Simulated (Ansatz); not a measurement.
PHPbO4:
```xyz
14
Lattice="4.6076 0.0000 0.0000 -0.7416 5.7981 0.0000 0.0000 0.0000 39.0000" Properties=species:S:1:pos:R:3 pbc="T T F"
H      0.5594     0.7163    16.3023
P      4.2411     1.4107    18.1265
Pb     1.7294     4.0153    18.1320
O      3.6110     2.4933    17.2873
O      0.2510     0.2967    17.1116
O      3.3047     0.5456    18.9665
O      0.7864     1.9663    18.9742
H      0.1886     3.6153    22.6977
P      3.8703     4.3098    20.8735
Pb     2.1002     1.1162    20.8680
O      3.2402     5.3924    21.7127
O     -0.1198     3.1957    21.8884
O      2.9339     3.4447    20.0335
O      0.4156     4.8653    20.0258
```
Free-standing layer in the xy plane with vacuum along z and no interaction between images.

Relaxed with r²SCAN+D4. Special points in fractions of this cell's reciprocal vectors: Γ (0.000, 0.000, 0.000); Y (0.500, 0.000, 0.000); H (0.574, -0.457, 0.000); C (0.500, -0.500, 0.000); H1 (0.426, -0.543, 0.000); X (0.000, -0.500, 0.000).

Problem. List the band energies nearest the valence-band maximum at these points for plane-wave PAW r²SCAN+D4 (Ansatz code).

Solution. In eV from the valence-band maximum; about four levels below and three above (degenerate sets whole), none deeper than 8.9 eV; … stands for higher levels left out; points with the same levels are listed once.

```
k                    below        above
-  -----------------------  -----------
Γ  -0.77 -0.75 -0.48 -0.41  5.14 5.41 …
Y   -0.59 -0.49 -0.28 0.00  4.70 5.83 …
H  -0.73 -0.72 -0.40 -0.30  5.68 5.81 …
C  -0.72 -0.72 -0.36 -0.36  5.75 5.75 …
X  -0.75 -0.75 -0.15 -0.15  5.15 5.15 …
```

Space group Pc. The layer was cut from a bulk entry of the Materials Project (measured or hypothetical); whether that bulk phase is the ambient one, and whether the layer has been isolated, was not checked. Symmetry was held in the r²SCAN+D4 relaxation; whether a distortion lowers the energy is not shown. Spin–orbit coupling is left out wherever it is not named.

Potentials: the later of the program's two PAW sets.
